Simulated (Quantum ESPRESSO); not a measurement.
Moving one atom in Mo3PdTaZn3

These are calculations, not measurements. They come from Quantum ESPRESSO 7.5, a public plane-wave density functional program. Each row is one single-point run on a made-up periodic cell of eight metal atoms, with elements, volume, strain and displacements drawn at random and not relaxed, so a cell may be unstable or far from any real phase. There is no spin polarisation or spin-orbit coupling.

Settings: PBE unless stated; PseudoDojo standard norm-conserving files; Fermi-Dirac width 0.25 eV, which means electrons at about 2900 K; cutoff 1143 eV; 6 x 6 x 3 k mesh shifted half a step off Gamma. E is the free energy of the whole cell (internal energy minus TS), so a -TS column is already part of it. Stress is positive in tension, and the pressure P is minus a third of its trace.

Checks: one run of this series was repeated at a higher cutoff and on a denser mesh, which moved values by no more than 0.004 eV, 0.07 GPa and 0.007 eV/Å, and a second program with other atomic files agreed on it to 2 % rms in force and 0.5 GPa in pressure. Known limits: heavy elements are run without spin-orbit coupling, which real alloys of them have; a spin test at this wide smearing found no moment, but such smearing suppresses magnetism that the real alloy may have.

The lattice is face-centred cubic, and the cell vectors in Å are (0.017, 0.024, -4.037); (-4.059, -0.017, 0.017); (2.055, 8.039, 1.962), a volume of 131.75 Å³. The elements on sites 1 to 8 are Zn Pd Zn Mo Zn Mo Ta Mo. The runs move the Mo atom on site 8 by u along x from its drawn, already displaced place and keep all else fixed. Forces are on that atom, and E is counted from run 4.

| run | u (Å) | Fx (eV/Å) | Fy (eV/Å) | Fz (eV/Å) | P (GPa) | E (meV) |
|---|---|---|---|---|---|---|
| 1 | -0.0879 | -0.382 | -0.324 | -0.113 | -7.31 | -40.4 |
| 2 | -0.0388 | ? | ? | ? | ? | ? |
| 3 | -0.0294 | -0.512 | -0.356 | -0.101 | -7.03 | -14.4 |
| 4 | -0.0031 | -0.582 | -0.373 | -0.095 | -6.87 | 0.0 |
| 5 | 0.0143 | -0.633 | -0.385 | -0.092 | -6.74 | 10.6 |
| 6 | 0.0534 | -0.764 | -0.414 | -0.083 | -6.42 | 37.8 |
| 7 | 0.0954 | -0.934 | -0.446 | -0.073 | -6.01 | 73.4 |

## Worked fit

A parabola through the runs shown gives Fx = -0.590 - 2.95 u - 6.7 u² eV/Å, with an error of 0.02 on the linear term and a scatter of 0.003 eV/Å. Minus its integral from run 1 to run 7 is 114 meV, and the table's energies differ by 114 meV.

## Withheld run

Question: what Fx should run 2 give?

The fit gives -0.486 ± 0.003 eV/Å. The calculation gave -0.489 eV/Å.
